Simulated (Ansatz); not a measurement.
Au (fcc, Cu type)

```xyz
4
Lattice="4.1572 0.0000 0.0000 0.0000 4.1572 0.0000 0.0000 0.0000 4.1572" Properties=species:S:1:pos:R:3 pbc="T T T"
Au     0.0000     0.0000     0.0000
Au     2.0786     2.0786     0.0000
Au     2.0786     0.0000     2.0786
Au     0.0000     2.0786     2.0786
```

In this cell atom 3 (Au, nearest neighbour Au at 2.940 Å; its periodic images, 4.2 Å or more away, move with it) is moved by s along Cartesian z, unit vector (0.000, 0.000, 1.000); all other atoms and the cell stay fixed.

Method: PBE (plane waves to 420 eV, PAW, scalar-relativistic; Ansatz, a first-principles code). k mesh 9×9×9 (Γ-centred), Fermi-Dirac smearing 0.05 eV. With partly filled bands, energies and forces of such displacements shift with the k mesh and the smearing. F∥ is the force on the atom along that direction. Au was relaxed with its symmetry unable to fall. Spin-orbit coupling is left out, though Au is heavy. 

```tsv
s (Å)	F∥ (eV/Å)
-0.290	1.740
-0.232	1.339
-0.174	0.973
-0.116	0.633
-0.058	0.312
0.000	0.000
0.058	-0.312
0.116	-0.633
0.174	-0.973
0.232	-1.339
0.290	-1.740
```

### Question
What is the force constant k = d²E/ds² of this move at s = 0?

### Answer
5.35 eV/Å². The forces along the line at the two nearest points give (0.312 − (-0.312)) / (2·0.058) = 5.38 eV/Å²; the next pair corrects for the finite step.

(A displaced cell: forces are minus the slopes of the energy, force constants its curvatures, and phonons follow from these.)
